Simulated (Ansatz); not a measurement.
CaICl: rattling a relaxed structure

It was reached by relaxing an invented guess, and it needn't be the stable form of this composition.

Theory: DFT PBE, scalar-relativistic, plane waves, PAW in Ansatz. Settings: cutoff 420 eV, Γ-centred mesh 6×6×1 on the computed 3-atom cell, Gaussian smearing of 0.02 eV; no spin polarisation.

The cell below (3 atoms, layer group p3m1 (No. 69)) is relaxed within its symmetry. Only a and b repeat, and vacuum parts the sheet from its images along c.

```cif
data_structure
_symmetry_space_group_name_H-M 'P 1'
_symmetry_Int_Tables_number 1
_cell_length_a 4.1662
_cell_length_b 4.1662
_cell_length_c 30.4478
_cell_angle_alpha 90.000
_cell_angle_beta 90.000
_cell_angle_gamma 120.000
_cell_volume 457.68
loop_
_atom_site_label
_atom_site_type_symbol
_atom_site_fract_x
_atom_site_fract_y
_atom_site_fract_z
_atom_site_occupancy
Ca1 Ca 0.00000 0.00000 0.30399 1
I1 I 0.33333 0.66667 0.23684 1
Cl1 Cl 0.33333 0.66667 0.35323 1
```

For the test a repeat of it with 6 atoms (edges 8.33, 4.17 Å) was strained at random (σ = 1.5 % a component), the atoms were moved at random (σ = 0.10 Å), and all was relaxed again on a coarse 4×4×1 mesh (in the run’s order of axes) with 0.10 eV smearing, with no symmetry imposed.

These runs have no spin–orbit coupling, which can matter for I.

Question: Does it come back?

Answer: It returns, within 1 meV/atom of the unmoved cell on that mesh and with the same symmetry when read at 0.1 Å (Pm at 0.01 Å, so small strains and shifts remain). No instability shows in this cell; modes of other wave vectors, which need another repeat, aren't tested.
